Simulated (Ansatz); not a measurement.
Ansatz (an electronic-structure program) input:

Ansatz 0.2 input:
```yaml
crystal:
  lattice:
    - [6.642798513, 0.0, 0.0]
    - [0.0, 4.0135874207, 0.0]
    - [0.0, 0.0, 7.8573152813]
  atoms:
    - { symbol: Ba, position: [0.2498432646, 0.75, 0.1144912631] }
    - { symbol: Ba, position: [0.7501567354, 0.25, 0.8855087369] }
    - { symbol: Ba, position: [0.2501567354, 0.25, 0.6144912631] }
    - { symbol: Ba, position: [0.7498432646, 0.75, 0.3855087369] }
    - { symbol: F, position: [0.0277653825, 0.25, 0.3329372103] }
    - { symbol: F, position: [0.9722346175, 0.75, 0.6670627897] }
    - { symbol: F, position: [0.4722346175, 0.75, 0.8329372103] }
    - { symbol: F, position: [0.5277653825, 0.25, 0.1670627897] }
    - { symbol: F, position: [0.6412628121, 0.25, 0.5702631257] }
    - { symbol: F, position: [0.3587371879, 0.75, 0.4297368743] }
    - { symbol: F, position: [0.8587371879, 0.75, 0.0702631257] }
    - { symbol: F, position: [0.1412628121, 0.25, 0.9297368743] }
kpoints:
  mp_grid: { grid: [4, 6, 3] }
  band_path:
    path:
      - [[0.0, 0.0, 0.0], [0.5, 0.0, 0.0], [0.5, 0.5, 0.0], [0.0, 0.5, 0.0], [0.0, 0.0, 0.0], [0.0, 0.0, 0.5], [0.5, 0.0, 0.5], [0.5, 0.5, 0.5], [0.0, 0.5, 0.5], [0.0, 0.0, 0.5]]  # Γ-X-S-Y-Γ-Z-U-R-T-Z
      - [[0.5, 0.0, 0.0], [0.5, 0.0, 0.5]]  # X-U
      - [[0.0, 0.5, 0.0], [0.0, 0.5, 0.5]]  # Y-T
      - [[0.5, 0.5, 0.0], [0.5, 0.5, 0.5]]  # S-R
      - [VBM, CBM]
    npoints: 6
basis: { xc_grid: 2 }
hamiltonian:
  xc: pbesol
  pseudopotentials: { kind: paw }
magnetization: { noncollinear: true, spin_orbit: true }
scf:
  n_extra_bands: 24
  convergence: { dr2_threshold: 0.0000000001 }
  occupations: { method: gaussian, width: 0.01 }
checkpoint: { write: soc.run }
output: { eigenvalues: true }
```

Output (shortened):

```
Pseudopotentials: kind: paw_fr
Pseudopotential: Ba, paw_fr, valence charge 10
Pseudopotential: F, paw_fr, valence charge 7
Functional definition: PBEsol
non-collinear run that drives no moment, with spin-orbit …
Crystal: 12 atoms, lattice volume = 209.487 Å³
Basis set: ecut = 420 eV, 4073 PW (Γ), exchange–correlation on 90×54×108 points (8 copies of the dense FFT grid, shifted against one another)
Bands: 120, of which v1, the nominal top of the filled ones, is band 96 counted from 1 (95 counted from 0)
Symmetry: 8 space group operations + 8 with time reversal
k-points: 24 of 72
Projection manifold: j_resolved (fully-relativistic pseudo-atomic orbitals)
PAW frozen core: Ba, regenerated for the run's functional, and the local potential with it
PAW frozen core: F, regenerated for the run's functional, and the local potential with it
Initial density: superposition of atomic densities (chi_scale 0.1, normalization cell, long waves kept (reshape's long-wave potential 0.00 eV rms))
Initial wavefunctions: pseudopotential atomic-orbital guess
Eigensolver: davidson
Functional: x = pbesol(κ = 0.804, μ = 0.12345679012345678), c = pbesol(β = 0.046)
SCF iter   1: F=—  HF=-29910.454249 eV  |F-HF|=—  |Δ(HF+E_count)|=         —  Δρ=1.72e-1  dr2=5.43e1  dr2_m=0.00e0 (ungated)  ethr=3.10e-3  |M|=0.00e0 ∫|m|=0.00e0 μB  |m|>n=0.0e0 m-floor=0.0e0 τ_xc=0.0e0  β_m=0.30  ⟨swp⟩=9.6  Hψ=8610  notcnv=0  defer=158
all-band conjugate gradients solve this SCF's bands
preconditioner: auto → Resta (q_TF=auto, 2.396 Å⁻¹)
spin=Noncollinear: Resta preconditioning applied to the charge; magnetization (m_x, m_y, m_z) channels mix plain (no charge-response kernel on spin).
SCF iter   2: F=—  HF=-29898.596293 eV  |F-HF|=—  |Δ(HF+E_count)|=    1.19e1  Δρ=3.95e-2  dr2=5.74e0  dr2_m=0.00e0 (ungated)  ethr=3.10e-3  |M|=0.00e0 ∫|m|=0.00e0 μB  |m|>n=0.0e0 m-floor=0.0e0 τ_xc=0.0e0  β_m=0.34  ⟨swp⟩=4.7  Hψ=3523  notcnv=0  defer=432
SCF iter   3: F=—  HF=-29897.344547 eV  |F-HF|=—  |Δ(HF+E_count)|=    1.25e0  Δρ=2.12e-2  dr2=1.79e0  dr2_m=0.00e0 (ungated)  ethr=3.10e-3  |M|=0.00e0 ∫|m|=0.00e0 μB  |m|>n=0.0e0 m-floor=0.0e0 τ_xc=0.0e0  β_m=0.67  ⟨swp⟩=3.7  Hψ=2171  notcnv=0  defer=432
SCF iter   4: F=—  HF=-29896.807295 eV  |F-HF|=—  |Δ(HF+E_count)|=   5.37e-1  Δρ=1.33e-2  dr2=2.37e-1  dr2_m=0.00e0 (ungated)  ethr=1.86e-3  |M|=0.00e0 ∫|m|=0.00e0 μB  |m|>n=0.0e0 m-floor=0.0e0 τ_xc=0.0e0  β_m=0.59  ⟨swp⟩=4.6  Hψ=2609  notcnv=0  defer=432
SCF iter   5: F=—  HF=-29896.769060 eV  |F-HF|=—  |Δ(HF+E_count)|=   3.82e-2  Δρ=3.68e-3  dr2=2.49e-2  dr2_m=0.00e0 (ungated)  ethr=2.47e-4  |M|=0.00e0 ∫|m|=0.00e0 μB  |m|>n=0.0e0 m-floor=0.0e0 τ_xc=0.0e0  β_m=0.77  ⟨swp⟩=2.3  Hψ=2320  notcnv=0  defer=428
SCF iter   6: F=—  HF=-29896.779411 eV  |F-HF|=—  |Δ(HF+E_count)|=   1.04e-2  Δρ=7.39e-4  dr2=1.26e-3  dr2_m=0.00e0 (ungated)  ethr=2.59e-5  |M|=0.00e0 ∫|m|=0.00e0 μB  |m|>n=0.0e0 m-floor=0.0e0 τ_xc=0.0e0  β_m=0.87  ⟨swp⟩=4.2  Hψ=2447  notcnv=0  defer=428
SCF iter   7: F=—  HF=-29896.780810 eV  |F-HF|=—  |Δ(HF+E_count)|=   1.40e-3  Δρ=1.53e-4  dr2=4.88e-5  dr2_m=0.00e0 (ungated)  ethr=1.32e-6  |M|=0.00e0 ∫|m|=0.00e0 μB  |m|>n=0.0e0 m-floor=0.0e0 τ_xc=0.0e0  β_m=0.93  ⟨swp⟩=2.5  Hψ=2192  notcnv=0  defer=428
SCF iter   8: F=—  HF=-29896.780931 eV  |F-HF|=—  |Δ(HF+E_count)|=   1.21e-4  Δρ=2.77e-5  dr2=1.69e-6  dr2_m=0.00e0 (ungated)  ethr=5.08e-8  |M|=0.00e0 ∫|m|=0.00e0 μB  |m|>n=0.0e0 m-floor=0.0e0 τ_xc=0.0e0  β_m=0.97  ⟨swp⟩=2.0  Hψ=2152  notcnv=0  defer=428
SCF iter  12: F=-29896.781103 eV  HF=-29896.781103 eV  |F-HF|=1.46e-11  |Δ(HF+E_count)|=  1.06e-10  Δρ=1.52e-7  dr2=3.09e-11  dr2_m=0.00e0 (ungated)  ethr=1.00e-12  |M|=0.00e0 ∫|m|=0.00e0 μB  |m|>n=0.0e0 m-floor=0.0e0 τ_xc=0.0e0  ⟨swp⟩=13.9  Hψ=7896  notcnv=0
SCF 1 converged in 12 iterations: F = -29896.781103 eV  dr2 = 3.09e-11
NSCF: frozen V_eff on 64 k-points
NSCF: frozen V_eff on 64 k-points
NSCF: frozen V_eff on 64 k-points
NSCF: frozen V_eff on 27 k-points
NSCF: frozen V_eff on 11 k-points
NSCF: frozen V_eff on 7 k-points
NSCF: frozen V_eff on 7 k-points
NSCF: frozen V_eff on 7 k-points
NSCF: frozen V_eff on 83 k-points
SCF converged after 12 iterations
Magnetization: |M| = 0.0000 μB,  M = (+0.0000, +0.0000, +0.0000) μB
Absolute magnetization: 0.0000 μB (∫|m|)
  site 0: m = (+0.0000, +0.0000, +0.0000) μB, |m| = 0.0000 μB  (R = 1.06 Å)
  site 1: m = (+0.0000, +0.0000, +0.0000) μB, |m| = 0.0000 μB  (R = 1.06 Å)
  site 2: m = (+0.0000, +0.0000, +0.0000) μB, |m| = 0.0000 μB  (R = 1.06 Å)
  site 3: m = (+0.0000, +0.0000, +0.0000) μB, |m| = 0.0000 μB  (R = 1.06 Å)
  site 4: m = (+0.0000, +0.0000, +0.0000) μB, |m| = 0.0000 μB  (R = 1.10 Å)
  site 5: m = (+0.0000, +0.0000, +0.0000) μB, |m| = 0.0000 μB  (R = 1.10 Å)
  site 6: m = (+0.0000, +0.0000, +0.0000) μB, |m| = 0.0000 μB  (R = 1.10 Å)
  site 7: m = (+0.0000, +0.0000, +0.0000) μB, |m| = 0.0000 μB  (R = 1.10 Å)
  site 8: m = (+0.0000, +0.0000, +0.0000) μB, |m| = 0.0000 μB  (R = 1.06 Å)
  site 9: m = (+0.0000, +0.0000, +0.0000) μB, |m| = 0.0000 μB  (R = 1.06 Å)
  site 10: m = (+0.0000, +0.0000, +0.0000) μB, |m| = 0.0000 μB  (R = 1.06 Å)
  site 11: m = (+0.0000, +0.0000, +0.0000) μB, |m| = 0.0000 μB  (R = 1.06 Å)
Free energy (F): -29896.781103 eV
Harris-Foulkes:  -29896.781103 eV  (|F-HF|=1.46e-11)
Internal energy: -29896.781103 eV  (E = F + TS)
E sigma→0 (E₀):  -29896.781103 eV
Fermi energy:    8.080786 eV
--- Per-component energies (eV) ---
  E_band       = -290.151486
  E_kinetic    = 2331.890391
  E_local      = -5499.864423  (includes V_loc(G=0)·N_el)
  E_nonlocal   = 822.717954
  E_hartree    = 2046.457258
  E_xc         = -1304.469684
  E_vxc        = -1363.742474  (∫ρ·V_xc dr)
  E_paw        = -22127.866382  (= ΣΔE_a)
  E_vpaw       = -674.084094  (= ΣTr[D̂ρ^β])
  E_aug_tail   = 0.016224  (compensation charges beyond the density's cutoff)
  E_ewald      = -6166.611137
  E_core_change = 0.948696  (= ΣΔE_core)
  E_smearing   =  0.000000  (= −TS)
  E_closure    =  0.000000  (closes the sum)
  Σ components = -29896.781103   (vs F -29896.781103, Δ=0.00e0)
  [band-id]    e_kinetic+e_local+e_nonlocal+2·e_hartree+e_vxc+e_vpaw+e_augmentation_tail = -290.151905   (vs E_band -290.151486, Δ=-4.19e-4)
--- Band table (eV; the first three rows and the last of 24) ---
  k-point 0: bands = ["-18.6416", "-18.6416", "-18.3352", "-18.3352", "-18.2997", "-18.2997", "-18.2779", "-18.2779", "-15.0806", "-15.0806", "-14.9731", "-14.9731", "-14.7892", "-14.7892", "-14.7356", "-14.7356", "-14.4396", "-14.4396", "-14.3882", "-14.3882", "-14.3842", "-14.3842", "-14.3072", "-14.3072", "-5.0050", "-5.0050", "-4.8872", "-4.8872", "-4.8583", "-4.8583", "-4.7469", "-4.7469", "-3.2264", "-3.2264", "-3.0514", "-3.0514", "-3.0432", "-3.0432", "-2.9245", "-2.9245", "-2.7694", "-2.7694", "-2.7590", "-2.7590", "-2.7308", "-2.7308", "-2.6567", "-2.6567", "2.9671", "2.9671", "3.0273", "3.0273", "3.0410", "3.0410", "3.0469", "3.0469", "3.0876", "3.0876", "3.1100", "3.1100", "3.2058", "3.2058", "3.3233", "3.3233", "3.3771", "3.3771", "3.4995", "3.4995", "3.5878", "3.5878", "3.6547", "3.6547", "3.7190", "3.7190", "3.7619", "3.7619", "3.9162", "3.9162", "3.9437", "3.9437", "4.0346", "4.0346", "4.1154", "4.1154", "4.1362", "4.1362", "4.1791", "4.1791", "4.3492", "4.3492", "4.3860", "4.3860", "4.5223", "4.5223", "4.5687", "4.5687", "11.5928", "11.5928", "11.6553", "11.6553", "12.4488", "12.4488", "12.8834", "12.8834", "13.1591", "13.1591", "13.1800", "13.1800", "13.4649", "13.4649", "13.5534", "13.5534", "13.9566", "13.9566", "13.9656", "13.9656", "14.2496", "14.2496", "14.4510", "14.4510"]
  k-point 1: bands = ["-18.5836", "-18.5836", "-18.4446", "-18.4446", "-18.2795", "-18.2795", "-18.2546", "-18.2546", "-15.0156", "-15.0156", "-14.9006", "-14.9006", "-14.8735", "-14.8735", "-14.7777", "-14.7777", "-14.4178", "-14.4178", "-14.3935", "-14.3935", "-14.3761", "-14.3761", "-14.3366", "-14.3366", "-4.9798", "-4.9798", "-4.9260", "-4.9260", "-4.8193", "-4.8193", "-4.7690", "-4.7690", "-3.1863", "-3.1863", "-3.1011", "-3.1011", "-2.9919", "-2.9919", "-2.9494", "-2.9494", "-2.7966", "-2.7966", "-2.7496", "-2.7496", "-2.7134", "-2.7134", "-2.6904", "-2.6904", "2.9167", "2.9167", "2.9763", "2.9763", "3.0828", "3.0828", "3.1056", "3.1056", "3.1383", "3.1383", "3.1644", "3.1644", "3.2548", "3.2548", "3.3489", "3.3489", "3.3667", "3.3667", "3.5328", "3.5328", "3.5797", "3.5797", "3.6608", "3.6608", "3.6979", "3.6979", "3.7932", "3.7932", "3.8234", "3.8234", "4.0331", "4.0331", "4.0520", "4.0520", "4.1084", "4.1084", "4.1351", "4.1351", "4.2283", "4.2283", "4.2517", "4.2517", "4.3826", "4.3826", "4.4198", "4.4198", "4.4762", "4.4762", "11.8950", "11.8950", "12.1480", "12.1480", "12.5205", "12.5205", "12.6626", "12.6626", "12.9478", "12.9478", "13.0754", "13.0754", "13.5899", "13.5899", "13.6263", "13.6263", "13.7145", "13.7145", "14.0130", "14.0130", "14.2555", "14.2555", "14.2947", "14.2947"]
  k-point 2: bands = ["-18.5866", "-18.5866", "-18.3029", "-18.3029", "-18.2722", "-18.2722", "-18.2652", "-18.2652", "-15.0850", "-15.0850", "-14.9721", "-14.9721", "-14.8363", "-14.8363", "-14.7612", "-14.7612", "-14.4352", "-14.4352", "-14.4139", "-14.4139", "-14.3876", "-14.3876", "-14.3436", "-14.3436", "-5.0577", "-5.0577", "-4.9851", "-4.9851", "-4.8310", "-4.8310", "-4.7769", "-4.7769", "-3.2645", "-3.2645", "-3.1548", "-3.1548", "-3.1393", "-3.1393", "-2.9879", "-2.9879", "-2.9348", "-2.9348", "-2.7850", "-2.7850", "-2.7053", "-2.7053", "-2.6313", "-2.6313", "2.6826", "2.6826", "2.9994", "2.9994", "3.0444", "3.0444", "3.0610", "3.0610", "3.2006", "3.2006", "3.3170", "3.3170", "3.3894", "3.3894", "3.4483", "3.4483", "3.4729", "3.4729", "3.5960", "3.5960", "3.6713", "3.6713", "3.7118", "3.7118", "3.7347", "3.7347", "3.8593", "3.8593", "3.9020", "3.9020", "3.9936", "3.9936", "4.0452", "4.0452", "4.0968", "4.0968", "4.1579", "4.1579", "4.1962", "4.1962", "4.2200", "4.2200", "4.3550", "4.3550", "4.3999", "4.3999", "4.4977", "4.4977", "11.9815", "11.9815", "12.1393", "12.1393", "12.5437", "12.5437", "13.1515", "13.1515", "13.2161", "13.2161", "13.2945", "13.2945", "13.3774", "13.3774", "13.6701", "13.6701", "14.0395", "14.0395", "14.1170", "14.1170", "14.1455", "14.1455", "14.2992", "14.2992"]
  k-point 23: bands = ["-18.2562", "-18.2562", "-18.2562", "-18.2562", "-18.2562", "-18.2562", "-18.2562", "-18.2562", "-15.0025", "-15.0025", "-15.0013", "-15.0013", "-14.9999", "-14.9999", "-14.9985", "-14.9985", "-14.4183", "-14.4183", "-14.4176", "-14.4176", "-14.4174", "-14.4174", "-14.4169", "-14.4169", "-5.0880", "-5.0880", "-5.0482", "-5.0482", "-4.9964", "-4.9964", "-4.9455", "-4.9455", "-3.3640", "-3.3640", "-3.2436", "-3.2436", "-3.2334", "-3.2334", "-3.1116", "-3.1116", "-3.0013", "-3.0013", "-2.9913", "-2.9913", "-2.9359", "-2.9359", "-2.9314", "-2.9314", "2.8466", "2.8466", "2.8474", "2.8474", "2.8564", "2.8564", "2.8565", "2.8565", "3.3085", "3.3085", "3.3366", "3.3366", "3.3436", "3.3436", "3.3641", "3.3641", "3.7170", "3.7170", "3.7185", "3.7185", "3.7381", "3.7381", "3.7612", "3.7612", "3.9965", "3.9965", "4.0236", "4.0236", "4.0289", "4.0289", "4.0523", "4.0523", "4.1959", "4.1959", "4.1996", "4.1996", "4.2235", "4.2235", "4.2299", "4.2299", "4.4031", "4.4031", "4.4075", "4.4075", "4.4083", "4.4083", "4.4151", "4.4151", "12.9665", "12.9665", "12.9670", "12.9670", "12.9685", "12.9685", "12.9713", "12.9713", "13.5419", "13.5419", "13.5457", "13.5457", "13.5574", "13.5574", "13.5638", "13.5638", "14.4275", "14.4275", "14.4381", "14.4381", "14.4434", "14.4434", "14.4453", "14.4453"]
  band table: 120 of 120 bands, residual norms ≤ 1.0e-3 eV
```

Cost: about 29 core-minutes (a rough figure) on shared cores.

Space group Pnma. The first step of the workflow began from a Materials Project structure, measured or hypothetical; the Crystallography Open Database copy checked does not list it. It is not the phase usual at ambient conditions (space group No. 225). Symmetry was held in the PBEsol relaxation; its stability against distortions is not shown here.

Potentials: the later of the program's two PAW sets.

Ansatz is a plane-wave DFT program.
